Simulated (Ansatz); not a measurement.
## W (Pm-3n): electronic heat capacity and spin susceptibility from the density of states

Computed with DFT r2SCAN, scalar-relativistic, plane waves, PAW (Ansatz).

Plane waves to 500 eV, a k mesh through Γ of 8×8×8 on the computed 8-atom cell and Gaussian smearing (0.10 eV); no spin polarisation.

Relaxed cell: Pm-3n, a = 5.053 Å, b = 5.053 Å, c = 5.053 Å, α = 90.00°, β = 90.00°, γ = 90.00°, 8 atoms in the primitive cell. This form isn't the element's structure at ambient conditions.

The density of states at the Fermi level is 2.094 states/eV in the cell of 8 atoms (8 formula units; both spins, tetrahedra on a 12×12×12 mesh). Averaged over bins of 0.1 eV the density runs from 1.8 to 3.1 states/eV within 0.2 eV of the Fermi level, so the figure hangs on the exact place of that level.

**Question.** What Sommerfeld coefficient and Pauli susceptibility does this give?

**Answer.** Per formula unit N(E_F) = 0.262 states/eV. γ = (π²/3) k_B² N(E_F) N_A = 2.357 mJ/(mol K²) per state/eV, so γ = 0.6 mJ/(mol K²), a mole of formula units. χ_P = μ_B² N(E_F) N_A = 3.23×10⁻⁵ emu/mol per state/eV gives 0.8×10⁻⁵ emu/mol. This is the bare band result: a measured γ of the same phase is as a rule larger by a factor 1 + λ from phonons and spin fluctuations, the spin part of χ is larger by the Stoner factor, and a measured χ also holds orbital and core terms. N(E_F) at one energy is sensitive to the mesh where the density of states has sharp peaks.

Spin-orbit coupling is left out, which matters for the bands of heavy elements.

Cost: 1 run of about 2 core-minutes, on Intel Xeon 6975P-C (Granite Rapids) (shared hosts).